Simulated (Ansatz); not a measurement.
Ansatz (a first-principles code) input:

Ansatz 0.2 input:
```yaml
crystal:
  lattice:
    - [0.0, 2.5812373654, 2.5812373654]
    - [2.5812373654, 0.0, 2.5812373654]
    - [2.5812373654, 2.5812373654, 0.0]
  atoms:
    - { symbol: K, position: [0.0, 0.0, 0.0] }
    - { symbol: F, position: [0.5, 0.5, 0.5] }
kpoints:
  mp_grid: { grid: [9, 9, 9] }
hamiltonian:
  xc: lda
  pseudopotentials: { azcp: { folder: ./paw }, kind: paw }
scf:
  occupations: { method: fixed }
phonons:
  method: dfpt
  response_accuracy: low
  eigenvectors: true
  rigid_motions: translations
  dielectric: true
  raman: true
```

Output (shortened):

```
Pseudopotential: K, paw, valence charge 9
Pseudopotential: F, paw, valence charge 7
Functional definition: SPW92
Crystal: 2 atoms, lattice volume = 34.396 Å³
Basis set: ecut = 420 eV, 645 PW (Γ), exchange–correlation on 50×50×50 points (8 copies of the dense FFT grid, shifted against one another)
Bands: 12, of which v1, the nominal top of the filled ones, is band 8 counted from 1 (7 counted from 0)
Symmetry: 48 space group operations
k-points: 75 of 729 (irreducible under 8 space group operations, time reversal used)
SCF iter   1: F=—  HF=-2296.119497 eV  |F-HF|=—  |Δ(HF+E_count)|=         —  Δρ=2.18e-1  dr2=1.38e1  ethr=3.10e-3  ⟨swp⟩=4.9  Hψ=5071  notcnv=0  defer=75
preconditioner: auto → none
SCF iter   2: F=—  HF=-2294.988854 eV  |F-HF|=—  |Δ(HF+E_count)|=    1.13e0  Δρ=1.83e-1  dr2=7.11e0  ethr=3.10e-3  ⟨swp⟩=4.0  Hψ=3047  notcnv=0  defer=125
SCF iter   3: F=—  HF=-2292.804492 eV  |F-HF|=—  |Δ(HF+E_count)|=    2.18e0  Δρ=2.96e-2  dr2=2.16e-1  ethr=3.10e-3  ⟨swp⟩=3.0  Hψ=1943  notcnv=0  defer=111
SCF iter   4: F=—  HF=-2292.790923 eV  |F-HF|=—  |Δ(HF+E_count)|=   1.36e-2  Δρ=1.29e-2  dr2=4.23e-2  ethr=1.35e-3  ⟨swp⟩=2.0  Hψ=2181  notcnv=0  defer=144
SCF iter   5: F=—  HF=-2292.781885 eV  |F-HF|=—  |Δ(HF+E_count)|=   9.04e-3  Δρ=1.06e-3  dr2=3.06e-4  ethr=2.64e-4  ⟨swp⟩=2.1  Hψ=1838  notcnv=0  defer=138
SCF iter   6: F=—  HF=-2292.782121 eV  |F-HF|=—  |Δ(HF+E_count)|=   2.37e-4  Δρ=1.88e-4  dr2=1.13e-5  ethr=1.91e-6  ⟨swp⟩=3.0  Hψ=1528  notcnv=0  defer=148
SCF iter   7: F=—  HF=-2292.782127 eV  |F-HF|=—  |Δ(HF+E_count)|=   6.01e-6  Δρ=4.26e-5  dr2=5.90e-7  ethr=7.05e-8  ⟨swp⟩=2.4  Hψ=1432  notcnv=0  defer=3
SCF iter   8: F=—  HF=-2292.782128 eV  |F-HF|=—  |Δ(HF+E_count)|=   5.36e-7  Δρ=1.16e-5  dr2=4.80e-8  ethr=3.69e-9  ⟨swp⟩=2.0  Hψ=1013  notcnv=0
SCF iter  10: F=-2292.782128 eV  HF=-2292.782128 eV  |F-HF|=1.36e-12  |Δ(HF+E_count)|=  4.04e-10  Δρ=3.52e-8  dr2=5.28e-13  ethr=1.00e-12  ⟨swp⟩=7.1  Hψ=5273  notcnv=0
SCF 1 converged in 10 iterations: F = -2292.782128 eV  dr2 = 5.28e-13
NSCF: frozen V_eff on 5 k-points
DFPT response loops at Γ: preconditioner auto → none (the input reference at scf.mixing.eps_inf says where Resta's filter doesn't serve); β = 0.50 …
── the response to a field inside a basis, on 10×10×10 k-points: an SCF that follows is theirs, and a resumed run solves both again ──
Crystal: 2 atoms, lattice volume = 34.396 Å³
Bands: 9, of which v1, the nominal top of the filled ones, is band 8 counted from 1 (7 counted from 0)
k-points: 110 of 1000 (irreducible under 12 space group operations)
SCF iter   1: F=—  HF=-2292.783421 eV  |F-HF|=—  |Δ(HF+E_count)|=         —  Δρ=6.73e-4  dr2=2.26e-5  ethr=1.00e-1
preconditioner: auto → none
SCF iter   2: F=—  HF=-2292.783414 eV  |F-HF|=—  |Δ(HF+E_count)|=   6.81e-6  Δρ=2.77e-4  dr2=9.05e-6  ethr=1.42e-7
SCF iter   3: F=—  HF=-2292.783413 eV  |F-HF|=—  |Δ(HF+E_count)|=   1.20e-6  Δρ=1.73e-4  dr2=2.66e-6  ethr=5.65e-8
SCF iter   4: F=—  HF=-2292.783412 eV  |F-HF|=—  |Δ(HF+E_count)|=   7.84e-7  Δρ=1.22e-5  dr2=1.40e-8  ethr=1.66e-8
SCF iter   5: F=—  HF=-2292.783412 eV  |F-HF|=—  |Δ(HF+E_count)|=   1.55e-9  Δρ=2.36e-6  dr2=5.91e-10  ethr=8.72e-11
SCF iter   6: F=-2292.783412 eV  HF=-2292.783412 eV  |F-HF|=0.00e0  |Δ(HF+E_count)|=  5.23e-11  Δρ=8.00e-8  dr2=9.22e-13  ethr=3.69e-12
SCF 1 converged in 6 iterations: F = -2292.783412 eV  dr2 = 9.22e-13
DFPT response loops at Γ: mixed as the last ones told, above
DFPT response loops at Γ: mixed as the last ones told, above
DFPT response loops at Γ: mixed as the last ones told, above
SCF converged after 10 iterations
Free energy (F): -2292.782128 eV
Harris-Foulkes:  -2292.782128 eV  (|F-HF|=1.36e-12)
Internal energy: -2292.782128 eV  (E = F + TS)
E sigma→0 (E₀):  -2292.782128 eV
Fermi energy:    1.766395 eV
--- Per-component energies (eV) ---
  E_band       = -115.154633
  E_kinetic    = 452.836389
  E_local      = -1062.107910  (includes V_loc(G=0)·N_el)
  E_nonlocal   = 104.796187
  E_hartree    = 378.611061
  E_xc         = -209.866909
  E_vxc        = -263.315778  (∫ρ·V_xc dr)
  E_paw        = -934.675187  (= ΣΔE_a)
  E_vpaw       = -104.586322  (= ΣTr[D̂ρ^β])
  E_aug_tail   = 0.000691  (compensation charges beyond the density's cutoff)
  E_ewald      = -1022.747201
  E_core_change = 0.370752  (= ΣΔE_core)
  E_smearing   =  0.000000  (= −TS)
  E_closure    =  0.000000  (closes the sum)
  Σ components = -2292.782128   (vs F -2292.782128, Δ=0.00e0)
  [band-id]    e_kinetic+e_local+e_nonlocal+2·e_hartree+e_vxc+e_vpaw+e_augmentation_tail = -115.154621   (vs E_band -115.154633, Δ=1.19e-5)
--- Band table (eV; the first three rows and the last of 75) ---
  k-point 0: bands = ["-23.6494", "-16.5202", "-6.9860", "-6.9860", "-6.9860", "1.7664", "1.7664", "1.7664", "8.1311", "12.5633", "12.5633", "12.5633"]
  k-point 1: bands = ["-23.6303", "-16.5401", "-7.0283", "-6.9913", "-6.9913", "1.6256", "1.7091", "1.7091", "8.5160", "12.3249", "12.7521", "12.7521"]
  k-point 2: bands = ["-23.5811", "-16.5912", "-7.1345", "-7.0044", "-7.0044", "1.3116", "1.5682", "1.5682", "9.4892", "11.9702", "13.2490", "13.2490"]
  k-point 74: bands = ["-23.4448", "-16.6240", "-7.5757", "-7.5090", "-7.0946", "1.2522", "1.5936", "1.6572", "11.2592", "11.8626", "13.4580", "15.7732"]
--- Phonons (Γ-DFPT): 2 representative perturbations + reference, on 75 of 729 k-points (Σ response iterations 6) ---
  ASR residual: 4.615e-5 → 0.000e0 eV/Å²; symmetrization residual: 2.899e-5 eV/Å²
  ASR residual per site (eV/Å²): 1.41e-5 4.61e-5
  Γ frequencies (cm⁻¹): 0.00 0.00 0.00 210.56 210.56 210.56
  ε∞ (high-frequency dielectric tensor):
        2.097069     0.000000     0.000000
        0.000000     2.097069     0.000000
        0.000000     0.000000     2.097069
  ε⁰ (static dielectric tensor: ions relaxed, cell fixed):
        5.432345     0.000000     0.000000
        0.000000     5.432345     0.000000
        0.000000     0.000000     5.432345
  ε⁰ − ε∞ (ionic part):
        3.335276     0.000000     0.000000
        0.000000     3.335276     0.000000
        0.000000     0.000000     3.335276
  softest optical mode at Γ: 210.56 cm⁻¹; the repairs (sum rule, projections) moved no ω² at Γ by more than (1.77 cm⁻¹)²
  Born effective charges Z* (e; rows j = field, columns β = displacement):
    site 0:
         1.14962    0.00000    0.00000
         0.00000    1.14962    0.00000
         0.00000    0.00000    1.14962
    site 1:
        -1.14962    0.00000    0.00000
         0.00000   -1.14962    0.00000
         0.00000    0.00000   -1.14962
  Z* charge neutrality: 1.458e-6 e pre-enforcement
  k-mesh period / interband length: 32.9 Å / 0.88 Å = 37.41 at k = (0.0000, 0.0000, 0.0000), direct gap 6.365 eV — 14 or more, which is no proof of convergence
  Raman tensors (in the event stream and the table raman_tensors.tsv) …
  optical modes at Γ without the LO–TO term, one row a degenerate level:
      ω (cm⁻¹)  modes    IR ((D/Å)²/amu)  static Raman (Å⁴/amu)  depolarisation
        210.56      3             7.1543                 0.0000               —
  optical modes at Γ + LO–TO along q̂ = [1.0000, 0.0000, 0.0000]:
      ω (cm⁻¹)  modes    IR ((D/Å)²/amu)  static Raman (Å⁴/amu)  depolarisation
        210.56      2             4.7695                 0.0000               —
        338.90      1             2.3848                 0.0000               —
  optical modes at Γ + LO–TO along q̂ = [0.0000, 1.0000, 0.0000]:
      ω (cm⁻¹)  modes    IR ((D/Å)²/amu)  static Raman (Å⁴/amu)  depolarisation
        210.56      2             4.7695                 0.0000               —
        338.90      1             2.3848                 0.0000               —
  optical modes at Γ + LO–TO along q̂ = [0.0000, 0.0000, 1.0000]:
      ω (cm⁻¹)  modes    IR ((D/Å)²/amu)  static Raman (Å⁴/amu)  depolarisation
        210.56      2             4.7695                 0.0000               —
        338.90      1             2.3848                 0.0000               —
```

Cost: roughly 4 core-minutes on shared cores.

Space group Fm-3m (rock salt). The LDA relaxation kept the symmetry of its start.

Potentials: the earlier of the program's two PAW sets. The files were generated under PBE; for other functionals the program regenerates the frozen cores, and for LDA and PBEsol the local potential too.

Ansatz is a plane-wave DFT program.
